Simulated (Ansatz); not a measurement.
**Ca₄PbN₄: Electric field gradients**

The cell is a Materials Project structure (computed, not necessarily an observed phase), taken as it stands.

Space group P-1 (No. 2); a = 6.1955, b = 6.2224, c = 9.3371 Å, α = 71.66°, β = 85.00°, γ = 68.73°.

```csv
site,Wyckoff,site symmetry,x,y,z
Ca1,2i,1,0.2714,0.1748,0.2029
Ca3,2i,1,0.2513,0.7527,0.9974
Ca5,2i,1,0.2608,0.9439,0.5773
Ca7,2i,1,0.7459,0.4710,0.5885
Pb,2i,1,0.2766,0.3914,0.7691
N11,2i,1,0.0010,0.7028,0.6058
N13,2i,1,0.1501,0.1740,0.9637
N15,2i,1,0.4986,0.5963,0.8019
N17,2i,1,0.4961,0.8031,0.3884
```

One atom of each set is listed.

Computed with Ansatz: DFT, PBE, plane waves and PAW, scalar-relativistic, 420 eV cutoff, Γ-centred 5×5×3 k-points, Fermi–Dirac smearing 0.02 eV.

Conventions: |V_zz| ≥ |V_yy| ≥ |V_xx|, η = (V_xx − V_yy)/V_zz, C_Q = eQV_zz/h.

⁴³Ca: I = 7/2, Q = -40.80 mb; ¹⁴N: I = 1, Q = 20.44 mb. Quadrupole moments are those of Pyykkö's year-2017 table.

(1) Which values are expected at the nuclei?

Results:

(1) 

```csv
site,atoms,first shell,"V_xx, V_yy, V_zz (10²¹ V/m²)",η,C_Q (MHz)
Ca1,2,4 N at 2.34–2.45 Å,"1.58, 1.94, -3.52",0.10,3.48
Ca3,2,4 N at 2.38–2.49 Å,"0.35, 4.67, -5.03",0.86,4.96
Ca5,2,5 N at 2.37–2.64 Å,"-1.94, -2.09, 4.03",0.04,-3.97
Ca7,2,5 N at 2.43–2.60 Å,"-1.91, -2.30, 4.21",0.09,-4.15
Pb,2,4 N at 2.17–2.28 Å,"7.91, 9.51, -17.42",0.09,–
N11,2,"1 Pb at 2.28 Å, 5 Ca at 2.43–2.54 Å","-2.31, -3.72, 6.03",0.24,2.98
N13,2,"1 Pb at 2.17 Å, 3 Ca at 2.38–2.42 Å","-3.47, -4.18, 7.65",0.09,3.78
N15,2,"1 Pb at 2.28 Å, 5 Ca at 2.34–2.57 Å","-1.91, -3.70, 5.61",0.32,2.77
N17,2,"1 Pb at 2.27 Å, 5 Ca at 2.37–2.64 Å","-1.80, -3.88, 5.69",0.37,2.81
```

At N11, N13 and N17 V_zz points along its shortest bond, to Pb (within 6°) in each case. At Ca7 and Pb V_zz points along its shortest bond, to N (within 5°) in each case. At N15 V_zz points along its one bond to Pb (within 5°).

Pb has no stable isotope with a ground-state quadrupole moment in the table, so no C_Q is given.

Spin–orbit coupling is left out, which shifts gradients on Pb by a few per cent in wide-gap crystals, and can shift them far more where the calculated gap is small or absent, as here.
